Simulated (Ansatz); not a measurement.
**Two inputs for WS2 with Au replacing W**

This input was run with Ansatz:

```yaml
crystal:
  lattice:
    - [9.54, 0.0, 0.0]
    - [-4.77, 8.261882352, 0.0]
    - [0.0, 0.0, 12.5]
  atoms:
    - { symbol: Au, position: [0.1111111111, 0.2222222222, 0.25] }
    - { symbol: W, position: [0.1111111111, 0.5555555556, 0.25] }
    - { symbol: W, position: [0.1111111111, 0.8888888889, 0.25] }
    - { symbol: W, position: [0.4444444444, 0.2222222222, 0.25] }
    - { symbol: W, position: [0.4444444444, 0.5555555556, 0.25] }
    - { symbol: W, position: [0.4444444444, 0.8888888889, 0.25] }
    - { symbol: W, position: [0.7777777778, 0.2222222222, 0.25] }
    - { symbol: W, position: [0.7777777778, 0.5555555556, 0.25] }
    - { symbol: W, position: [0.7777777778, 0.8888888889, 0.25] }
    - { symbol: W, position: [0.2222222222, 0.1111111111, 0.75] }
    - { symbol: W, position: [0.2222222222, 0.4444444444, 0.75] }
    - { symbol: W, position: [0.2222222222, 0.7777777778, 0.75] }
    - { symbol: W, position: [0.5555555556, 0.1111111111, 0.75] }
    - { symbol: W, position: [0.5555555556, 0.4444444444, 0.75] }
    - { symbol: W, position: [0.5555555556, 0.7777777778, 0.75] }
    - { symbol: W, position: [0.8888888889, 0.1111111111, 0.75] }
    - { symbol: W, position: [0.8888888889, 0.4444444444, 0.75] }
    - { symbol: W, position: [0.8888888889, 0.7777777778, 0.75] }
    - { symbol: S, position: [0.1111111111, 0.2222222222, 0.625] }
    - { symbol: S, position: [0.1111111111, 0.5555555556, 0.625] }
    - { symbol: S, position: [0.1111111111, 0.8888888889, 0.625] }
    - { symbol: S, position: [0.4444444444, 0.2222222222, 0.625] }
    - { symbol: S, position: [0.4444444444, 0.5555555556, 0.625] }
    - { symbol: S, position: [0.4444444444, 0.8888888889, 0.625] }
    - { symbol: S, position: [0.7777777778, 0.2222222222, 0.625] }
    - { symbol: S, position: [0.7777777778, 0.5555555556, 0.625] }
    - { symbol: S, position: [0.7777777778, 0.8888888889, 0.625] }
    - { symbol: S, position: [0.2222222222, 0.1111111111, 0.125] }
    - { symbol: S, position: [0.2222222222, 0.4444444444, 0.125] }
    - { symbol: S, position: [0.2222222222, 0.7777777778, 0.125] }
    - { symbol: S, position: [0.5555555556, 0.1111111111, 0.125] }
    - { symbol: S, position: [0.5555555556, 0.4444444444, 0.125] }
    - { symbol: S, position: [0.5555555556, 0.7777777778, 0.125] }
    - { symbol: S, position: [0.8888888889, 0.1111111111, 0.125] }
    - { symbol: S, position: [0.8888888889, 0.4444444444, 0.125] }
    - { symbol: S, position: [0.8888888889, 0.7777777778, 0.125] }
    - { symbol: S, position: [0.1111111111, 0.2222222222, 0.875] }
    - { symbol: S, position: [0.1111111111, 0.5555555556, 0.875] }
    - { symbol: S, position: [0.1111111111, 0.8888888889, 0.875] }
    - { symbol: S, position: [0.4444444444, 0.2222222222, 0.875] }
    - { symbol: S, position: [0.4444444444, 0.5555555556, 0.875] }
    - { symbol: S, position: [0.4444444444, 0.8888888889, 0.875] }
    - { symbol: S, position: [0.7777777778, 0.2222222222, 0.875] }
    - { symbol: S, position: [0.7777777778, 0.5555555556, 0.875] }
    - { symbol: S, position: [0.7777777778, 0.8888888889, 0.875] }
    - { symbol: S, position: [0.2222222222, 0.1111111111, 0.375] }
    - { symbol: S, position: [0.2222222222, 0.4444444444, 0.375] }
    - { symbol: S, position: [0.2222222222, 0.7777777778, 0.375] }
    - { symbol: S, position: [0.5555555556, 0.1111111111, 0.375] }
    - { symbol: S, position: [0.5555555556, 0.4444444444, 0.375] }
    - { symbol: S, position: [0.5555555556, 0.7777777778, 0.375] }
    - { symbol: S, position: [0.8888888889, 0.1111111111, 0.375] }
    - { symbol: S, position: [0.8888888889, 0.4444444444, 0.375] }
    - { symbol: S, position: [0.8888888889, 0.7777777778, 0.375] }
total_charge: -1
kpoints:
  mp_grid: { grid: [4, 4, 2] }
scf:
  occupations: { method: fermi_dirac, width: 0.01 }
hamiltonian:
  xc: pbe
  pseudopotentials: { kind: paw }
output:
  forces: true
  stress: true
  populations: true
  efg:
    quadrupole_moments_barn: { Au: 0.547, S: -0.0694 }
    contact_densities: true
```

It converged. Of its output the block on the nuclei alone is shown, without the SCF iterations, energies, forces and stress (one atom of each set):

```
--- PAW observables at the nuclei: V_zz in 10²¹ V/m², potentials from the cell's mean, atoms counted from 1 ---
  atom   1  Au V_zz =   +11.910443   η = 0.0000   by run symmetry: allowed   C_q = +157.5323 MHz
            electrostatic potential = -16451.064741 V   contact ρ = 13078546.541601 e/Å³
  atom   2  W  V_zz =   -21.023252   η = 0.1354   by run symmetry: allowed
            electrostatic potential = -14805.727072 V   contact ρ = 8821990.766687 e/Å³
  atom   6  W  V_zz =   -16.733317   η = 0.0000   by run symmetry: allowed
            electrostatic potential = -14805.677692 V   contact ρ = 8821996.157765 e/Å³
  atom   8  W  V_zz =   -18.398987   η = 0.0000   by run symmetry: allowed
            electrostatic potential = -14805.641074 V   contact ρ = 8821985.178568 e/Å³
  atom  10  W  V_zz =   -18.057217   η = 0.0032   by run symmetry: allowed
            electrostatic potential = -14805.280613 V   contact ρ = 8821986.695189 e/Å³
  atom  12  W  V_zz =   -17.844227   η = 0.0008   by run symmetry: allowed
            electrostatic potential = -14805.284505 V   contact ρ = 8821986.645902 e/Å³
  atom  14  W  V_zz =   -17.906294   η = 0.0109   by run symmetry: allowed
            electrostatic potential = -14805.285925 V   contact ρ = 8821986.536458 e/Å³
  atom  19  S  V_zz =    -4.765848   η = 0.0000   by run symmetry: allowed   C_q = +7.9975 MHz
            electrostatic potential = -1637.950825 V   contact ρ = 19770.785056 e/Å³
  atom  20  S  V_zz =    -4.739939   η = 0.0063   by run symmetry: allowed   C_q = +7.9540 MHz
            electrostatic potential = -1637.942708 V   contact ρ = 19770.756862 e/Å³
  atom  24  S  V_zz =    -4.747603   η = 0.0000   by run symmetry: allowed   C_q = +7.9669 MHz
            electrostatic potential = -1637.945936 V   contact ρ = 19770.738360 e/Å³
  atom  26  S  V_zz =    -4.731422   η = 0.0000   by run symmetry: allowed   C_q = +7.9397 MHz
            electrostatic potential = -1637.936127 V   contact ρ = 19770.610080 e/Å³
  atom  28  S  V_zz =    +3.569000   η = 0.8521   by run symmetry: allowed   C_q = -5.9891 MHz
            electrostatic potential = -1638.509819 V   contact ρ = 19771.432184 e/Å³
  atom  30  S  V_zz =    -4.792702   η = 0.1798   by run symmetry: allowed   C_q = +8.0426 MHz
            electrostatic potential = -1638.304922 V   contact ρ = 19770.735245 e/Å³
  atom  32  S  V_zz =    -4.646188   η = 0.1332   by run symmetry: allowed   C_q = +7.7967 MHz
            electrostatic potential = -1638.246631 V   contact ρ = 19770.295134 e/Å³
```

(1) Can these gradients be trusted, and how do they compare with a run on standard settings?

Answers

(1) As results of these settings, within the limits told below. Against the standard input the change is `kpoints.mp_grid.grid`: [3, 3, 2] → [4, 4, 2]. A site carries the number of its first atom; V_zz in 10²¹ V/m².

```json
{"site": "Au", "atom": "1", "V_zz standard": "10.79", "η standard": "0.00", "V_zz here": "11.91", "η here": "0.00"}
{"site": "W2", "atom": "2", "V_zz standard": "-21.1", "η standard": "0.14", "V_zz here": "-21.0", "η here": "0.14"}
{"site": "W6", "atom": "6", "V_zz standard": "-16.88", "η standard": "0.00", "V_zz here": "-16.73", "η here": "0.00"}
{"site": "W8", "atom": "8", "V_zz standard": "-18.48", "η standard": "0.00", "V_zz here": "-18.40", "η here": "0.00"}
{"site": "W10", "atom": "10", "V_zz standard": "-18.04", "η standard": "0.00", "V_zz here": "-18.06", "η here": "0.00"}
{"site": "W12", "atom": "12", "V_zz standard": "-17.81", "η standard": "0.00", "V_zz here": "-17.84", "η here": "0.00"}
{"site": "W14", "atom": "14", "V_zz standard": "-17.85", "η standard": "0.01", "V_zz here": "-17.91", "η here": "0.01"}
{"site": "S19", "atom": "19", "V_zz standard": "-4.76", "η standard": "0.00", "V_zz here": "-4.77", "η here": "0.00"}
{"site": "S24", "atom": "24", "V_zz standard": "-4.74", "η standard": "0.00", "V_zz here": "-4.75", "η here": "0.00"}
{"site": "S28", "atom": "28", "V_zz standard": "3.50", "η standard": "0.88", "V_zz here": "3.57", "η here": "0.85"}
{"site": "S30", "atom": "30", "V_zz standard": "-4.78", "η standard": "0.17", "V_zz here": "-4.79", "η here": "0.18"}
{"site": "S32", "atom": "32", "V_zz standard": "-4.67", "η standard": "0.13", "V_zz here": "-4.65", "η here": "0.13"}
```

The largest change of V_zz is on Au, from 10.79 to 11.91. In per cent, |V_zz| changes by +10 on Au, -1 to 0 on W, 0 to +2 on S (all sites that start above 2). The table leaves out 2 of the 14 sites, with |V_zz| up to 4.74; their tensors move by 0.01 at most along any direction. The statements above cover all sites. That the mesh alone moves the values this far shows that they aren't yet converged in k-points. SCF iterations: 18 and 20.

On the reference run: The run isn't spin-polarised, and a state with spin may lie lower. The defect repeats with the cell of 54 atoms, so it feels its images: sites between two images don't show the values beside a lone defect, and zeros or small values of η there can come from the images' arrangement. S and W carry a gradient in the pure host already, so the values there aren't the defect's effect alone. A uniform background compensates the cell's charge. The defect cell has no gap above 0.1 eV on its mesh, so the values can hang on the smearing and the k-mesh. Spin–orbit coupling is left out, which shifts gradients on Au by a few per cent in wide-gap crystals, and can shift them far more where the calculated gap is small or absent, as here. The neighbours have not yet relaxed around the defect (largest force 1.8 eV/Å), and relaxing can change the values around it severalfold.
